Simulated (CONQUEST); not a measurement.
A self-consistent single point of CdTe (F-43m, 8 atoms in the cell; from Materials Project mp-406, changed as shown) with CONQUEST.

Level of theory: PBE, numerical atomic orbitals double-zeta with polarisation (the shipped basis), PseudoDojo norm-conserving potentials made for PBE run with CONQUEST.

The change in words: lattice scaled by 0.985; Grid.GridCutoff: 140 Ha → 84 Ha. Reference geometry (F-43m):
```
CELL_PARAMETERS angstrom
      6.56423     0.00000     0.00000
      0.00000     6.56423     0.00000
      0.00000     0.00000     6.56423
ATOMIC_POSITIONS crystal
  Cd 0.00000 0.00000 0.00000
  Cd 0.00000 0.50000 0.50000
  Cd 0.50000 0.00000 0.50000
  Cd 0.50000 0.50000 0.00000
  Te 0.25000 0.25000 0.75000
  Te 0.25000 0.75000 0.25000
  Te 0.75000 0.25000 0.25000
  Te 0.75000 0.75000 0.75000
```

Reference input (self-consistent single point, DFT, PBE, numerical atomic orbitals double-zeta with polarisation (the shipped basis), PseudoDojo norm-conserving potentials made for PBE): basis = DZP; Diag.MPMeshX, Y, Z = 5 5 5; potentials = PseudoDojo norm-conserving PBE; Grid.GridCutoff = 140 Ha; DM.SolutionMethod = diagon; Diag.kT = 0.000367 Ha; Diag.GammaCentred = true; minE.SCTolerance = 1.0e-06; SC.MaxIters = 100; SC.LinearMixingFactor = 0.3; AtomMove.TypeOfRun = static. This run's input differs from it in these lines:

```diff
@@ -15,3 +15,3 @@
 
-Grid.GridCutoff                140
+Grid.GridCutoff                84
 DM.SolutionMethod              diagon
@@ -30,5 +30,5 @@
 # file: CdTe.in
-     6.564230000      0.000000000      0.000000000
-     0.000000000      6.564230000      0.000000000
-     0.000000000      0.000000000      6.564230000
+     6.465767000      0.000000000      0.000000000
+     0.000000000      6.465767000      0.000000000
+     0.000000000      0.000000000      6.465767000
 8
```

Output (repeated stretches shortened):

```
    new_SC_potl: Starting.  Tolerance:  0.10000E-05

    PulayMixSC: Starting Pulay mixing, A_up =  0.300 A_dn =  0.300
    PulayMixSC: Spin non-polarised calculation.
          Harris-Foulkes Energy            :     -1120.852059273519899 Ha
          (TS=0 as O(N) or entropic contribution is negligible)
          DFT Total Energy                 :     -1120.756793031835059 Ha
          Total number of electrons        :       143.999999999992809
    PulayMixSC: Pulay iteration     1 residual:              0.78679E-03
          Harris-Foulkes Energy            :     -1120.814212572816359 Ha
   [... lines left out ...]
          (TS=0 as O(N) or entropic contribution is negligible)
          DFT Total Energy                 :     -1120.808439984156621 Ha
          Total number of electrons        :       144.000153378012641
    PulayMixSC: Pulay iteration     6 residual:              0.36228E-05
          Harris-Foulkes Energy            :     -1120.808440382176741 Ha
          (TS=0 as O(N) or entropic contribution is negligible)
          DFT Total Energy                 :     -1120.808440379540343 Ha
          Total number of electrons        :       144.000153334057984
    PulayMixSC: Pulay iteration     7 residual:              0.18616E-06
    PulayMixSC: Reached SCF tolerance of  0.18616E-06 after      7 iterations
      | Number of electrons      =       144.000153
      |* band energy as 2Tr[K.H] =      -180.716933799629686 Ha
      |  screened ion-ion energy =      -893.328719275749791 Ha
      |  Ha correction           =         4.081768979900786 Ha
      |  XC correction           =       -50.844546874982754 Ha
      |* Harris-Foulkes energy   =     -1120.808440382176741 Ha
      |* DFT total energy        =     -1120.808440379540343 Ha
      |  estimated accuracy      =        -0.000000002636398 Ha

    force: Forces on atoms (Ha/A )
    force:  Atom   X              Y              Z
    force:     1   0.0000000000   0.0000000000   0.0000000000
   [... zero for the other atoms too ...]

    force: Maximum force :        0.00000000(Ha/A ) on atom         1 in z direction
    force: Force Residual:        0.00000000 Ha/A
    force: Total stress:         -3.51462623     0.00000000     0.00000000 GPa
                             0.00000000    -3.51462623     0.00000000
                             0.00000000     0.00000000    -3.51462623
    force: Average pressure:      3.51462623 GPa

    force: Finished force
    get_E_and_F: Change in energy during last step of electronic optimisation:  0.51192E-06
```

The run converged in 7 iterations. CONQUEST prints the stress tensor with tension positive. Against the reference run the free energy rises by 24.9 meV/atom and the pressure goes from 1.48 to 3.51 GPa.

Spin-orbit coupling is left out, which matters for bands and gaps with elements this heavy. The program uses no crystal symmetry, so grid and mesh can part values that symmetry would make equal. The atom-centred basis is finite, which shifts total energies and pressures against plane waves. This run is one point of a test of settings, so its values need not be converged; read them against the reference run alone. The structure comes from a collection of computed structures, made at another level of theory; the collection holds predicted forms beside known ones.

Cost on one core: about 100 core-seconds (a rough figure).
